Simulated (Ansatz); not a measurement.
Molecular dynamics on a 2×2×1 supercell (16 atoms) of SiC (wurtzite), relaxed with r2SCAN. Forces come from PBE in Ansatz: a Nosé-Hoover thermostat at fixed volume, 100 K, steps of 3 fs. Spin polarisation is off, nuclei are classical, and the run is far too short for thermal averages.

```yaml
crystal:
  lattice:
    - [6.1507125031, 1.0e-10, 0.0]
    - [-3.0753562516, 5.326673279, 0.0]
    - [0.0, 0.0, 5.0481081077]
  atoms:
    - { symbol: Si, position: [0.1666666667, 0.3333333333, -0.0004084095] }
    - { symbol: Si, position: [0.3333333333, 0.1666666667, 0.4995915905] }
    - { symbol: C, position: [0.1666666667, 0.3333333333, 0.3754084095] }
    - { symbol: C, position: [0.3333333333, 0.1666666667, 0.8754084095] }
    - { symbol: Si, position: [0.1666666667, 0.8333333333, -0.0004084095] }
    - { symbol: Si, position: [0.3333333333, 0.6666666667, 0.4995915905] }
    - { symbol: C, position: [0.1666666667, 0.8333333333, 0.3754084095] }
    - { symbol: C, position: [0.3333333333, 0.6666666667, 0.8754084095] }
    - { symbol: Si, position: [0.6666666667, 0.3333333333, -0.0004084095] }
    - { symbol: Si, position: [0.8333333333, 0.1666666667, 0.4995915905] }
    - { symbol: C, position: [0.6666666667, 0.3333333333, 0.3754084095] }
    - { symbol: C, position: [0.8333333333, 0.1666666667, 0.8754084095] }
    - { symbol: Si, position: [0.6666666667, 0.8333333333, -0.0004084095] }
    - { symbol: Si, position: [0.8333333333, 0.6666666667, 0.4995915905] }
    - { symbol: C, position: [0.6666666667, 0.8333333333, 0.3754084095] }
    - { symbol: C, position: [0.8333333333, 0.6666666667, 0.8754084095] }
kpoints:
  mp_grid: { grid: [3, 3, 4] }
hamiltonian:
  xc: pbe
scf:
  occupations: { method: fermi_dirac, width: 0.02 }
md:
  ensemble: nvt_nose_hoover
  temperature: 100
  timestep: 3.0
  n_steps: 40
  initial_velocities: maxwell_boltzmann
  seed: 243
```

Command: `ansatz run input.yaml --threads 4 --pin off --max-ram 3686MiB --backend cpu --events-out ev --progress --plain --runs-dir out`.

Task: What wall time did it need on 4 threads of Arm Neoverse V1, on a shared host, and what peak of host memory did it reach?

Result: About 110 s, with a peak of 0.58 GiB.

```csv
step,t (fs),T (K),free energy F from step 0 (meV/atom),kinetic energy (meV/atom),largest force (eV/Å)
0,0,100,0.0,12.1,0.00
1,3,88,1.5,10.7,0.51
2,6,61,5.0,7.4,0.91
3,9,35,8.2,4.2,1.13
4,12,25,9.4,3.1,1.14
5,15,33,8.4,4.0,0.95
6,18,49,6.4,5.9,0.79
7,21,58,5.3,7.0,0.69
8,24,52,6.0,6.3,0.64
9,27,37,8.0,4.5,0.83
10,30,25,9.6,3.0,1.05
11,33,27,9.4,3.3,1.07
12,36,43,7.4,5.2,0.88
13,39,62,5.1,7.5,0.67
14,42,70,4.2,8.4,0.65
15,45,63,5.2,7.7,0.86
16,48,51,6.9,6.1,1.02
17,51,43,8.0,5.2,1.04
18,54,47,7.6,5.7,0.95
19,57,60,6.1,7.2,0.77
20,60,73,4.5,8.9,0.83
21,63,78,4.0,9.5,0.94
22,66,72,5.0,8.8,1.04
23,69,59,6.8,7.1,1.09
24,72,46,8.5,5.6,1.19
25,75,42,9.1,5.1,1.18
26,78,48,8.5,5.8,0.99
27,81,59,7.3,7.1,0.84
28,84,67,6.4,8.1,0.86
29,87,69,6.4,8.3,0.82
30,90,65,7.0,7.9,0.84
31,93,59,7.9,7.1,0.97
32,96,52,8.9,6.3,1.12
33,99,47,9.6,5.7,1.20
34,102,46,9.9,5.6,1.20
35,105,51,9.4,6.2,1.14
36,108,61,8.3,7.4,0.98
37,111,70,7.3,8.5,0.79
38,114,73,7.0,8.9,0.82
39,117,70,7.6,8.5,0.89
40,120,64,8.5,7.8,1.09
```

The temperature starts at 100 K, is lowest at step 10 (25 K, 30 fs) and ends at 64 K. The thermostat hasn't had time to restore it. The atoms start on their lattice sites with kinetic energy alone, so much of it first passes into potential energy. By the last step the atoms have moved 0.03 Å in the root mean square, the drift of the whole cell taken out, 0.06 Å at most.

Positions (Å) and forces (eV/Å) at step 40:
```
Si  -0.001   1.761   0.032    -0.144  -0.216  -0.525
Si   1.556   0.889   2.515    -0.335   0.433   0.209
C   -0.020   1.806   1.922     0.677  -0.782  -0.355
C    1.560   0.886   4.419    -0.395   0.271   0.016
Si  -1.519   4.457  -0.006    -0.434  -0.381   0.290
Si  -0.030   3.541   2.552     0.264   0.647  -0.014
C   -1.553   4.462   1.906     0.072  -0.328  -0.222
C   -0.015   3.522   4.465     0.374   0.310  -0.681
Si   3.083   1.790  -0.026     0.237  -0.454   0.286
Si   4.627   0.885   2.510    -0.283  -0.056   0.157
C    3.100   1.769   1.885    -0.393   0.307  -0.136
C    4.606   0.868   4.385     0.299   0.126   0.759
Si   1.547   4.419  -0.001    -0.516   0.329  -0.160
Si   3.054   3.562   2.489     0.199  -0.167   0.598
C    1.515   4.447   1.883     0.021  -0.287   0.277
C    3.071   3.551   4.426     0.358   0.249  -0.499
```
